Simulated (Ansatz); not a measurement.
Lu:
```xyz
2
Lattice="3.5071 0.0000 0.0000 -1.7535 3.0372 0.0000 0.0000 0.0000 5.4586" Properties=species:S:1:pos:R:3 pbc="T T T"
Lu     0.0000     2.0248     4.0940
Lu     1.7535     1.0124     1.3647
```

Relaxed with PBE. Special points in fractions of this cell's reciprocal vectors: Γ (0.000, 0.000, 0.000); M (0.500, 0.000, 0.000); K (0.333, 0.333, 0.000); A (0.000, 0.000, 0.500); L (0.500, 0.000, 0.500); H (0.333, 0.333, 0.500).

List the band energies nearest the Fermi level at these points for PBE in the plane-wave PAW code Ansatz.

In eV from the Fermi level; about four levels below and three above (degenerate sets whole), none deeper than 8.9 eV; points with the same levels are listed once.

| k | below | above |
|---|---|---|
| Γ | -4.86 -4.86 -4.84 -4.83 -2.38 | 0.70 2.19 2.19 |
| M | -2.35 -1.39 -0.82 -0.37 | 1.63 1.84 2.42 |
| K | -1.00 -1.00 -0.65 -0.64 | 1.31 1.31 2.74 |
| A | -4.84 -4.84 -4.35 -4.35 | 1.24 1.24 2.09 2.09 2.09 2.09 |
| L | -4.86 -4.86 -4.86 -4.86 -2.10 -2.10 | 0.11 0.11 1.38 1.38 |
| H | -0.59 -0.59 -0.46 -0.46 | 0.37 0.37 3.41 3.41 |

Space group P6_3/mmc (hcp (Mg type)). Symmetry was held in the PBE relaxation. Spin–orbit coupling is left out wherever it is not named.

Potentials: the later of the program's two PAW sets.
